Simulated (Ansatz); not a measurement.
# ZnAu from its elements: all-electron against pseudopotential results

```
CELL_PARAMETERS angstrom
3.12852 0.00000 0.00000
0.00000 3.12852 0.00000
0.00000 0.00000 3.12852
ATOMIC_POSITIONS crystal
Zn 0.50000 0.50000 0.50000
Au 0.00000 0.00000 0.00000
```

The cell comes from a relaxation on PAW files under the same functional, begun from a database entry that needn't be the ground state.

All numbers are PBEsol results (scalar-relativistic) from Ansatz 0.2.0, with a Γ-centred 13×13×13 k mesh, Fermi–Dirac smearing of 0.05 eV, no spin polarisation. Methods: LAPW: all electrons, basis error target 0.5 meV/atom; PAW: frozen-core files, cutoff 420 eV.

The elements are taken as Au fcc, Zn hcp, each relaxed on PAW files under the same functional and computed by the same method as the compound; zero-point and thermal terms are left out.

Spin–orbit coupling is left out, which matters for the heavy atoms. The PAW files were made under PBE.

**Question.** What is the formation energy by LAPW, and how far do the other methods lie from it?

**Answer.** -0.223 eV/atom; PAW -0.2 meV/atom. The compound is bound against these elements; other compounds of the system weren't compared.

**Question.** Give the LAPW value for one formula unit in kJ/mol.

**Answer.** -0.223 eV/atom × 2 atoms × 96.485 kJ/(mol·eV) = -43.0 kJ/mol, at zero temperature and without zero-point motion.
